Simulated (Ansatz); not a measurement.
SiC (P6_3mc) from a database structure at its r2SCAN geometry, run in Ansatz at 3 levels of theory. Calculated for a static, non-magnetic cell.

The r2SCAN input:
```yaml
crystal:
  lattice:
    - [3.0775549631, 0.0, 0.0]
    - [-1.5387774815, 2.6652407796, 0.0]
    - [0.0, 0.0, 10.0767216786]
  atoms:
    - { symbol: Si, position: [0.6666666667, 0.3333333333, 0.9378415298] }
    - { symbol: Si, position: [0.3333333333, 0.6666666667, 0.4378415298] }
    - { symbol: Si, position: [0.0, 0.0, 0.6878903911] }
    - { symbol: Si, position: [0.0, 0.0, 0.1878903911] }
    - { symbol: C, position: [0.6666666667, 0.3333333333, 0.7498007691] }
    - { symbol: C, position: [0.3333333333, 0.6666666667, 0.2498007691] }
    - { symbol: C, position: [0.0, 0.0, 0.5004663101] }
    - { symbol: C, position: [0.0, 0.0, 0.0004663101] }
kpoints:
  mp_grid: { grid: [12, 12, 4] }
  band_path:
    path:
      - [0.0, 0.0, 0.0]
      - [0.5, 0.0, 0.0]
      - [0.3333333333, 0.3333333333, 0.0]
      - [0.0, 0.0, 0.5]
      - [0.5, 0.0, 0.5]
      - [0.3333333333, 0.3333333333, 0.5]
      - [0.0, 0.5, 0.0]
    npoints: 1
hamiltonian:
  xc: r2scan
scf:
  occupations: { method: fixed }
  n_extra_bands: 6
output:
  forces: true
  stress: true
  eigenvalues: true
```

Main results, then, where recorded, the levels near the gap in eV from the Fermi energy (columns number the bands from 0), one row a point of the path (Γ, M, K, A, L, H, M):
```
Crystal: 8 atoms, lattice volume = 82.654 Å³
Symmetry: 12 space group operations
Space group: P63mc (ITA 186)
```
```
Basis set: ecut = 500 eV, 2137 PW (Γ)
k-points: 57 of 576 (time reversal used)
SCF converged after 8 iterations
Free energy (F): -3565.335863 eV
Fermi energy:    9.449293 eV
--- Forces (eV/Å), atoms counted from 1 ---
  atom   1  Si      0.00000      0.00000    -0.00169
  atom   2  Si      0.00000      0.00000    -0.00169
  atom   3  Si      0.00000      0.00000      0.00109
  atom   4  Si      0.00000      0.00000      0.00109
  atom   5  C       0.00000      0.00000      0.00113
  atom   6  C       0.00000      0.00000      0.00113
  atom   7  C       0.00000      0.00000    -0.00053
  atom   8  C       0.00000      0.00000    -0.00053
--- Stress (GPa, compression-positive) ---
        0.008288       0.000000       0.000000
        0.000000       0.008288       0.000000
        0.000000       0.000000      -0.011647
  P = ⅓ Tr σ = 0.0016 GPa (0.016 kbar)
```
```tsv
band_12	band_13	band_14	band_15	band_16	band_17	band_18
-0.612	-0.052	0.000	0.000	5.651	6.245	6.861
-2.471	-2.327	-1.643	-1.178	2.598	2.761	4.718
-4.126	-2.967	-2.967	-1.752	4.421	4.421	5.702
-0.216	-0.216	-0.216	-0.216	5.865	5.865	7.352
-2.575	-2.575	-1.626	-1.626	3.041	3.041	4.686
-2.855	-2.855	-2.554	-2.554	3.668	3.668	7.259
-2.471	-2.327	-1.643	-1.178	2.598	2.761	4.718
```

With r2SCAN the valence top lies at Γ and the conduction bottom at M, 2.60 eV higher; the smallest vertical gap, at M, is 3.78 eV.

Task: In the first input these blocks are replaced (the band path and keys that only write files left aside):
```yaml
kpoints:
  mp_grid: { grid: [6, 6, 2] }
hamiltonian:
  xc: hse06
```
What comes out?

Result:
```
Basis set: ecut = 420 eV, 1605 PW (Γ)
k-points: 14 of 72
Exchange kernel: α = 0.2500, screened, ω = 0.2079 Å⁻¹, Wigner–Seitz truncation, v(0) = 1043.0743 eV·Å³, q-mesh 6×6×2
hybrid outer 1: dexx = +1.109e-2 eV, tail = 1.21e-5 eV
hybrid outer 2: dexx = +8.857e-8 eV, tail = 5.14e-9 eV, Δε = 9.59e-4 eV, ΔF = 1.28e-3 eV/Å
hybrid SCF converged: 2 outer / 10 inner (+2 warm-up)
Free energy (F): -3551.155645 eV
Fermi energy:    8.968136 eV
--- Forces (eV/Å), atoms counted from 1 ---
  atom   1  Si      0.00000      0.00000      0.00459
  atom   2  Si      0.00000      0.00000      0.00459
  atom   3  Si      0.00000      0.00000      0.01738
  atom   4  Si      0.00000      0.00000      0.01738
  atom   5  C       0.00000      0.00000    -0.00854
  atom   6  C       0.00000      0.00000    -0.00854
  atom   7  C       0.00000      0.00000    -0.01343
  atom   8  C       0.00000      0.00000    -0.01343
--- Stress (GPa, compression-positive) ---
       -1.048097       0.000000       0.000000
        0.000000      -1.048097       0.000000
        0.000000       0.000000      -1.372512
  P = ⅓ Tr σ = -1.1562 GPa (-11.562 kbar)
```
```tsv
band_12	band_13	band_14	band_15	band_16	band_17	band_18
-0.640	-0.050	0.000	0.000	6.277	6.889	7.559
-2.592	-2.430	-1.715	-1.235	3.140	3.292	5.283
-4.339	-3.097	-3.097	-1.829	4.975	4.975	6.325
-0.226	-0.226	-0.226	-0.226	6.497	6.497	8.039
-2.683	-2.683	-1.702	-1.702	3.579	3.579	5.262
-2.990	-2.990	-2.669	-2.669	4.209	4.209	7.923
-2.592	-2.430	-1.715	-1.235	3.140	3.292	5.283
```
With HSE06 the valence top lies at Γ and the conduction bottom at M, 3.14 eV higher; the smallest vertical gap, at M, is 4.37 eV. The mean pressure is -1.2 GPa (compression positive), so HSE06 would shrink the cell's volume. The stress of a hybrid is loosely converged here.

PBE0. Against the first input these blocks differ (the band path and keys that only write files left aside):
```yaml
kpoints:
  mp_grid: { grid: [6, 6, 2] }
hamiltonian:
  xc: pbe0
```

```
Basis set: ecut = 420 eV, 1605 PW (Γ)
k-points: 14 of 72
hybrid outer 1: dexx = +1.629e-2 eV, tail = 1.84e-5 eV
hybrid outer 2: dexx = +2.281e-7 eV, tail = 5.62e-9 eV, Δε = 1.19e-3 eV, ΔF = 1.19e-3 eV/Å
hybrid SCF converged: 2 outer / 10 inner (+2 warm-up)
Free energy (F): -3552.081389 eV
Fermi energy:    8.591133 eV
--- Forces (eV/Å), atoms counted from 1 ---
  atom   1  Si      0.00000      0.00000      0.00403
  atom   2  Si      0.00000      0.00000      0.00403
  atom   3  Si      0.00000      0.00000      0.01666
  atom   4  Si      0.00000      0.00000      0.01666
  atom   5  C       0.00000      0.00000    -0.00797
  atom   6  C       0.00000      0.00000    -0.00797
  atom   7  C       0.00000      0.00000    -0.01270
  atom   8  C       0.00000      0.00000    -0.01270
--- Stress (GPa, compression-positive) ---
       -1.212071       0.000000       0.000000
        0.000000      -1.212071       0.000000
        0.000000       0.000000      -1.535264
  P = ⅓ Tr σ = -1.3198 GPa (-13.198 kbar)
```
```tsv
band_12	band_13	band_14	band_15	band_16	band_17	band_18
-0.644	-0.047	0.000	0.000	7.019	7.632	8.307
-2.605	-2.437	-1.719	-1.239	3.868	4.022	6.022
-4.373	-3.114	-3.114	-1.832	5.717	5.717	7.069
-0.228	-0.228	-0.228	-0.228	7.239	7.239	8.789
-2.700	-2.700	-1.710	-1.710	4.312	4.312	6.002
-3.007	-3.007	-2.681	-2.681	4.940	4.940	8.680
-2.605	-2.437	-1.719	-1.239	3.868	4.022	6.022
```

With PBE0 the valence top lies at Γ and the conduction bottom at M, 3.87 eV higher; the smallest vertical gap, at M, is 5.11 eV. The mean pressure is -1.3 GPa (compression positive), so PBE0 would shrink the cell's volume. The stress of a hybrid is loosely converged here.

The hybrids run on coarser meshes, which limits their stresses and small splittings of levels.

Totals of different functionals can't be compared.

The meshes of the hybrids are coarse, so their gaps aren't converged to the digits shown.
